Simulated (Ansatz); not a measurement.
La:
Space group Fd-3m, origin choice 1 (No. 227); a = 6.5620 Å, b = 6.5620 Å, c = 6.5620 Å, α = 90.00°, β = 90.00°, γ = 90.00°

```json
[
 {"atom": "La", "site": "8b", "symmetry": "-43m", "x": "0.5000", "y": "0.5000", "z": "0.5000"}
]
```
(The calculation used a cell of 2 atoms; values per cell refer to that cell.)

Relaxed with PBEsol.

Decompose the optical modes at the zone centre into irreducible representations, and say which are infrared and Raman allowed.

Point group m-3m: Γ_opt = T2g. Infrared: none. Raman: T2g.

Assign frequencies (DFPT, PBEsol in the plane-wave PAW code Ansatz).

T2g 188 cm⁻¹.

The start of the workflow was typed in or built on a structure type; neither database checked (COD, Materials Project) lists it. It is not the phase usual at ambient conditions (space group No. 194). The PBEsol relaxation kept the symmetry of its start. At this level the phase is mechanically unstable. The volume moved by -40 % from the start of the relaxation. As this level gives no gap, phonon frequencies hold no LO–TO term and depend on the k-mesh and smearing (Fermi–Dirac, 0.1 eV here). Spin–orbit coupling is left out wherever it is not named.

Potentials: the later of the program's two PAW sets.
